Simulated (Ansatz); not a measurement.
The numbers come from plane-wave PAW DFT (Ansatz): PBE, no spin polarisation, 420 eV, 7×7×7 Γ-centred k points, gaussian occupations (width 0.0553 eV). Nothing was relaxed.

Computed maps in the lattice plane spanned by b (left to right, 4.78 Å, 14 points from zero) and c (bottom to top, 4.78 Å, 14 points from zero), 90° apart, at height 0.530 along a. The fields are smooth PAW ones with compensation charges, not the true ones near nuclei.

Valence density. Digits on a logarithmic scale: 0 up to 0.03 e/Å³, each further digit a factor of 1.6, 9 from 1.3 e/Å³ up:
```
97421112358999
85321223346899
54223445544566
32234677765443
22346789876432
22357899987532
22357999997532
22357899987532
22346789876433
43234677765554
64323445555677
96421223347999
98521112358999
98521001359999
```

The cell is Ag$_{3}$GeI. Which atoms lie within 0.2 Å of this plane, and where (fractions of b and c)?

Ag at (0.89, 0.02), I at (0.50, 0.50). The whole cell:
```
Ag Ge I
1.0
     4.78213    0.00000    0.00000
     0.00000    4.78213    0.00000
     0.00000    0.00000    4.78213
Ag Ge I
3 1 1
Direct
  0.53000 0.88950 0.01750
  0.01750 0.53000 0.88950
  0.88950 0.01750 0.53000
  0.03190 0.03190 0.03190
  0.50000 0.50000 0.50000
```

Origin: a known structure type with other elements, at an estimated volume, so it need not be a known compound.
